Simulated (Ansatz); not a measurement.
ZnS (wurtzite)

```
ZnS
1.0
    3.84511     0.00000     0.00000
   -1.92255     3.32996     0.00000
    0.00000     0.00000     6.30566
Zn S
2 2
Direct
  0.66667   0.33333   0.99985
  0.33333   0.66667   0.49985
  0.66667   0.33333   0.62535
  0.33333   0.66667   0.12535
```

The slice is a (-1 1 0 2) plane (indices of the conventional cell) through the point (0.333, 0.667, 0.500) (fractional), spanned by u = [110] and v = [1 -1 1] in vectors of this cell: u (3.85 Å) and v (9.17 Å, at 90° to u). It covers one period; positions are fractions (u, v).

Computed with PBE (plane waves to 420 eV, PAW, scalar-relativistic; Ansatz, a first-principles code). k mesh 10×10×5. Near the nuclei the fields are pseudised (PAW); where an atom keeps semicore shells as valence, they peak there. ZnS was relaxed with its symmetry unable to fall.

**Question.** Sketch the density of the highest valence band (whole band, smooth part) on this plane as a map.

**Answer.** 
```
|        ......      |
|          ..        |
|                    |
|                    |
|                    |
|                    |
|                    |
|      ..::--::..    |
|    ..::++##++::..  |
|    ..==%%@@%%==..  |
|    ..==%%@@%%==..  |
|    ..--++**++--..  |
|..    ..::--::..    |
|          ..        |
|                    |
|....              ..|
|----..          ..--|
|==--..          ..--|
|==--..          ..--|
|--::..          ..::|
|....              ..|
|                    |
|                    |
|        ......      |
```
Scale: ten equal steps from 0.000 (start of ' ') to 0.154 (end of '@'), in the order ' .:-=+*#%@'. Values: density of the highest valence band (whole band, smooth part) in e/Å³. The map has 10 points along u (two characters each, u = 0 at the left) and 24 along v (v = 0 in the bottom row).
